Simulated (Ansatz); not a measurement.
TaGeO3:
```cif
data_GeO3Ta
_chemical_formula_sum 'Ta1 Ge1 O3'
_space_group_name_H-M_alt 'P 1'
_space_group_IT_number 1
_cell_length_a 4.07626
_cell_length_b 4.07626
_cell_length_c 3.93524
_cell_angle_alpha 90.000
_cell_angle_beta 90.000
_cell_angle_gamma 90.000
loop_
_space_group_symop_operation_xyz
  'x, y, z'
loop_
_atom_site_label
_atom_site_type_symbol
_atom_site_fract_x
_atom_site_fract_y
_atom_site_fract_z
_atom_site_occupancy
Ta1 Ta 0.50000 0.50000 0.52217 1
Ge1 Ge 0.00000 0.00000 0.20381 1
O1 O 0.00000 0.50000 0.47874 1
O2 O 0.50000 0.00000 0.47874 1
O3 O 0.50000 0.50000 0.00674 1
```

Relaxed with r²SCAN.

Problem. Tabulate the valence density and the electron localisation function along the shortest Ta–Ge contact (3.14 Å), the program Ansatz at the r²SCAN level (PAW).

Solution. 

```tsv
distance from Ta (Å)	density (e/Å³)	ELF
0.31	4.43	0.39
0.47	4.38	0.69
0.63	3.21	0.76
0.79	1.75	0.66
0.94	0.75	0.35
1.10	0.34	0.14
1.26	0.22	0.09
1.41	0.17	0.10
1.57	0.16	0.10
1.73	0.16	0.12
1.89	0.19	0.17
2.04	0.26	0.23
2.20	0.39	0.30
2.36	0.74	0.35
2.51	1.77	0.26
2.67	5.70	0.11
2.83	18.60	0.03
```

The density is the valence pseudo-density with augmentation charge, so density and ELF within about 1 Å of a nucleus are not all-electron values.

Space group P4mm. The start of the workflow was typed in or built on a structure type; neither database checked (COD, Materials Project) lists it. Whether it is the stable phase at ambient conditions was not checked. The r²SCAN relaxation kept the symmetry of its start; whether a distortion lowers the energy is not shown. No spin polarisation was allowed. Scalar-relativistic: spin–orbit coupling is off unless named, which matters more the heavier the elements.

Potentials: the later of the program's two PAW sets.
